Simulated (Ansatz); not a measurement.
# SiO2 with Sn replacing Si: gradients before and after relaxing the atoms

Start: a supercell of SiO2 (quartz type, P3_221) built from a Materials Project structure (computed, not necessarily an observed phase), with all atoms left at the host's positions.

```yaml
crystal:
  lattice:
    - [-7.37484, 4.25786, 5.43163]
    - [7.37484, -4.25786, 5.43163]
    - [2.45828, 4.25786, -5.43163]
  atoms:
    - { symbol: Sn, position: [0.40107, 0.16667, 0.23440] }
    - { symbol: Si, position: [0.90107, 0.66667, 0.23440] }
    - { symbol: Si, position: [0.90107, 0.16667, 0.73440] }
    - { symbol: Si, position: [0.40107, 0.66667, 0.73440] }
    - { symbol: Si, position: [0.26560, 0.26560, 0.53120] }
    - { symbol: Si, position: [0.76560, 0.76560, 0.53120] }
    - { symbol: Si, position: [0.76560, 0.26560, 0.03120] }
    - { symbol: Si, position: [0.26560, 0.76560, 0.03120] }
    - { symbol: Si, position: [0.33333, 0.56773, 0.23440] }
    - { symbol: Si, position: [0.83333, 0.06773, 0.23440] }
    - { symbol: Si, position: [0.83333, 0.56773, 0.73440] }
    - { symbol: Si, position: [0.33333, 0.06773, 0.73440] }
    - { symbol: O, position: [0.63963, 0.34618, 0.43799] }
    - { symbol: O, position: [0.13963, 0.84618, 0.43799] }
    - { symbol: O, position: [0.13963, 0.34618, 0.93799] }
    - { symbol: O, position: [0.63963, 0.84618, 0.93799] }
    - { symbol: O, position: [0.86831, 0.73403, 0.72118] }
    - { symbol: O, position: [0.36831, 0.23403, 0.72118] }
    - { symbol: O, position: [0.36831, 0.73403, 0.22118] }
    - { symbol: O, position: [0.86831, 0.23403, 0.22118] }
    - { symbol: O, position: [0.31379, 0.24152, 0.34083] }
    - { symbol: O, position: [0.81379, 0.74152, 0.34083] }
    - { symbol: O, position: [0.81379, 0.24152, 0.84083] }
    - { symbol: O, position: [0.31379, 0.74152, 0.84083] }
    - { symbol: O, position: [0.52704, 0.59931, 0.34083] }
    - { symbol: O, position: [0.02704, 0.09931, 0.34083] }
    - { symbol: O, position: [0.02704, 0.59931, 0.84083] }
    - { symbol: O, position: [0.52704, 0.09931, 0.84083] }
    - { symbol: O, position: [0.35287, 0.48715, 0.72118] }
    - { symbol: O, position: [0.85287, 0.98715, 0.72118] }
    - { symbol: O, position: [0.85287, 0.48715, 0.22118] }
    - { symbol: O, position: [0.35287, 0.98715, 0.22118] }
    - { symbol: O, position: [0.29836, 0.59181, 0.43799] }
    - { symbol: O, position: [0.79836, 0.09181, 0.43799] }
    - { symbol: O, position: [0.79836, 0.59181, 0.93799] }
    - { symbol: O, position: [0.29836, 0.09181, 0.93799] }
```

Sites (sets of like atoms) are named by element and the number of their first atom in this list.

Level of theory: DFT, PBE, plane waves and PAW, scalar-relativistic, 420 eV cutoff, Γ-centred 3×3×4 k-points, Fermi–Dirac smearing 0.01 eV (Ansatz 0.2.0).

The largest force at the start is 20 eV/Å. Relaxing the ions at fixed cell moves them by 0.470 Å at most (atom 21, O) and 0.196 Å rms.

| site | atom | moved (Å) | first shell before | first shell after | V_zz before (10²¹ V/m²) | η before |
| --- | --- | --- | --- | --- | --- | --- |
| Sn | 1 | 0.133 | 4 O at 1.61–1.62 Å | 4 O at 1.93–1.94 Å | 3.17 | 0.66 |
| Si3 | 3 | 0.063 | 4 O at 1.61–1.62 Å | 4 O at 1.61–1.63 Å | 0.80 | 0.61 |
| Si4 | 4 | 0.097 | 4 O at 1.61–1.62 Å | 4 O at 1.62–1.63 Å | 0.80 | 0.57 |
| Si6 | 6 | 0.086 | 4 O at 1.61–1.62 Å | 4 O at 1.62–1.64 Å | 0.79 | 0.60 |
| Si10 | 10 | 0.089 | 4 O at 1.61–1.62 Å | 4 O at 1.62 Å | 0.81 | 0.67 |
| Si11 | 11 | 0.135 | 4 O at 1.61–1.62 Å | 4 O at 1.62–1.64 Å | -0.91 | 0.54 |
| Si12 | 12 | 0.227 | 4 O at 1.61–1.62 Å | 4 O at 1.62–1.63 Å | 0.89 | 0.35 |
| O13 | 13 | 0.381 | 1 Si at 1.61 Å, 1 Sn at 1.62 Å, angle 143° | 1 Si at 1.62 Å, 1 Sn at 1.94 Å, angle 128° | 8.07 | 0.19 |
| O21 | 21 | 0.470 | 1 Sn at 1.61 Å, 1 Si at 1.62 Å, angle 143° | 1 Si at 1.62 Å, 1 Sn at 1.93 Å, angle 126° | 8.09 | 0.19 |
| O26 | 26 | 0.170 | 2 Si at 1.61–1.62 Å, angle 143° | 2 Si at 1.62 Å, angle 138° | 9.20 | 0.21 |
| O32 | 32 | 0.331 | 1 Si at 1.61 Å, 1 Sn at 1.62 Å, angle 143° | 1 Si at 1.62 Å, 1 Sn at 1.94 Å, angle 128° | 8.07 | 0.19 |
| O36 | 36 | 0.455 | 1 Sn at 1.61 Å, 1 Si at 1.62 Å, angle 143° | 1 Si at 1.62 Å, 1 Sn at 1.93 Å, angle 129° | 8.09 | 0.20 |

Q: How do the gradients change?

A: 

```tsv
site	atom	V_zz after	η after	change of V_zz
Sn	1	3.94	0.57	–
Si3	3	-0.34	0.15	–
Si4	4	1.03	0.54	+0.23
Si6	6	0.52	0.80	-0.27
Si10	10	-0.65	0.93	–
Si11	11	-0.94	0.28	-0.03
Si12	12	-1.04	0.57	–
O13	13	9.55	0.64	+1.48
O21	21	9.74	0.58	+1.65
O26	26	8.76	0.33	-0.44
O32	32	10.01	0.63	+1.94
O36	36	10.01	0.54	+1.92
```

The largest change of V_zz along a kept axis is on O32, from 8.07 to 10.01. The whole tensor moves most on Sn, by 6.20 along its most changed direction. In per cent, |V_zz| changes by -35 to +28 on Si, -5 to +24 on O (all sites that start above 0.5, bar those whose gradient vanishes or changes sign or whose main axis turns by over 40°). Where |V_zz| stays above 0.1 and the axes keep their order, η moves most on O13, from 0.19 to 0.64. On Si11 V_xx and V_yy change places (or their axes turn by over 50°), so the two values of η hide a larger change. On Sn, Si12, Si10, Si3 the largest principal value lies along another axis in the second run, so the two V_zz can't be compared directly. The table leaves out 24 of the 36 sites, with |V_zz| up to 9.83; their tensors move by 2.11 at most along any direction. The statements above cover all sites. The host's own positions weren't relaxed first, so part of the change far from the defect can be the host's relaxation.

The defect repeats with the cell of 36 atoms, so it feels its images: sites between two images don't show the values beside a lone defect, and zeros or small values of η there can come from the images' arrangement. O and Si carry a gradient in the pure host already, so the values there aren't the defect's effect alone. Without spin–orbit coupling (the program notes it for Sn) the gradients are little affected as a rule: paired runs on crystals with a gap mostly move them by under 2 % at such atoms.
Before: The cell keeps the host's lattice, where the PBE pressure is 21 GPa. The neighbours have not yet relaxed around the defect (largest force 20 eV/Å), so the values at and beside it are those of a strained start, not of the defect in a real crystal.
